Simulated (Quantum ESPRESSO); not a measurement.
Band energies of MgI2 monolayer

```xyz
3
Lattice="4.1302 0.0000 0.0000 -2.0651 3.5769 0.0000 0.0000 0.0000 16.3000" Properties=species:S:1:pos:R:3 pbc="T T T"
Mg     0.0000     0.0000     0.0000
I      0.0000     2.3846     1.6666
I      2.0651     1.1923    -1.6666
```

norm-conserving PBEsol (Quantum ESPRESSO, 84 Ry, scalar-relativistic); path ΓMKΓ; energies in eV from the valence-band maximum.

```csv
k (1/Å),point,band 8,band 9,band 10,band 11,band 12,band 13,band 14,band 15
0.00,Γ,-0.71,-0.28,-0.28,0.00,0.00,4.10,4.83,6.73
0.11,,-0.74,-0.42,-0.34,-0.15,-0.01,4.26,5.01,6.44
0.22,,-1.03,-0.59,-0.49,-0.48,-0.04,4.61,5.39,6.18
0.33,,-1.56,-0.96,-0.65,-0.57,-0.12,4.76,5.52,6.34
0.44,,-2.08,-1.34,-0.82,-0.57,-0.21,4.52,5.56,6.22
0.55,,-2.48,-1.55,-0.98,-0.59,-0.31,4.17,5.49,6.05
0.66,,-2.75,-1.56,-1.10,-0.64,-0.40,3.88,5.40,5.85
0.77,,-2.92,-1.48,-1.18,-0.71,-0.45,3.69,5.38,5.67
0.88,M,-2.98,-1.43,-1.21,-0.75,-0.47,3.62,5.40,5.58
1.01,,-2.94,-1.44,-1.44,-0.71,-0.61,3.83,5.67,5.72
1.13,,-2.82,-1.90,-1.54,-0.85,-0.68,4.21,6.19,6.21
1.26,,-2.65,-2.34,-1.82,-0.90,-0.71,4.43,6.38,6.48
1.39,K,-2.53,-2.53,-2.01,-0.81,-0.81,4.46,6.43,6.43
1.48,,-2.58,-2.44,-1.90,-0.90,-0.71,4.47,6.29,6.58
1.57,,-2.64,-2.26,-1.68,-1.01,-0.62,4.50,6.14,6.73
1.66,,-2.62,-2.07,-1.41,-1.08,-0.55,4.58,6.04,6.79
1.75,,-2.50,-1.93,-1.13,-1.05,-0.49,4.68,6.01,6.70
1.85,,-2.28,-1.80,-0.92,-0.87,-0.46,4.79,6.06,6.46
1.94,,-1.98,-1.62,-0.74,-0.66,-0.42,4.89,6.16,6.18
2.03,,-1.62,-1.31,-0.57,-0.56,-0.31,4.93,5.97,6.09
2.12,,-1.22,-0.93,-0.56,-0.40,-0.17,4.80,5.71,5.98
2.22,,-0.88,-0.55,-0.52,-0.26,-0.06,4.50,5.30,6.20
2.31,,-0.73,-0.38,-0.33,-0.10,-0.01,4.22,4.96,6.49
2.40,Γ,-0.71,-0.28,-0.28,0.00,0.00,4.10,4.83,6.73
```

The PBEsol gap is indirect, 3.62 eV, from Γ to M; the smallest direct gap is 4.09 eV. The valence-band maximum lies 6.37 eV below the vacuum level.

Without spin-orbit coupling, band edges of such heavy elements can be off by tenths of an eV.

Geometry relaxed with PBEsol.

This is a model layer cut from the bulk structure; whether it is stable on its own was not checked.
